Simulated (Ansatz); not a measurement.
One crystal and one scan (frozen-phonon scan) at two levels, PBE (plane waves to 420 eV, PAW, scalar-relativistic; Ansatz, a quantum-chemistry and plane-wave program) and r2SCAN (plane waves to 500 eV, PAW, scalar-relativistic; Ansatz), each from its own relaxed cell and on its own mesh.

The crystal is MoSi$_{2}$ (MoSi2 type, space group I4/mmm); a phonon pattern at X = (0.5, 0.5, 0.0) is frozen into a 6-atom cell, Q being the largest atomic displacement.

MoSi2 is run without spin polarisation. MoSi2 was relaxed with its symmetry unable to fall. With partly filled bands, energies and forces of such displacements shift with the k mesh and the smearing. Both scans cover Q from -0.100 to 0.100 Å.

```json
[
 {"quantity": "Lattice constant a (Å)", "run 1": "3.217", "run 2": "3.202"},
 {"quantity": "Lattice constant c (Å)", "run 1": "7.873", "run 2": "7.819"},
 {"quantity": "Relaxed volume (Å³/atom)", "run 1": "13.58", "run 2": "13.36"},
 {"quantity": "Energy at Q = 0.100 Å (meV/cell)", "run 1": "203", "run 2": "208"},
 {"quantity": "Harmonic wavenumber from the curvature (finite differences) (cm⁻¹ (negative: imaginary))", "run 1": "199", "run 2": "211"}
]
```

Q: Which run is which level?

A: Run 1 is PBE, run 2 is r2SCAN. PBE gives the higher value for: lattice constant a; lattice constant c; relaxed volume. PBE gives the lower value for: energy at Q = 0.100 Å; harmonic wavenumber from the curvature. Both give the same space group of the distorted cell: Cmcm (No. 63), lowered from I4/mmm. Neither level is exact: the differences show how much the result hangs on the functional.

(A displaced cell: forces are minus the slopes of the energy, force constants its curvatures, and phonons follow from these.)
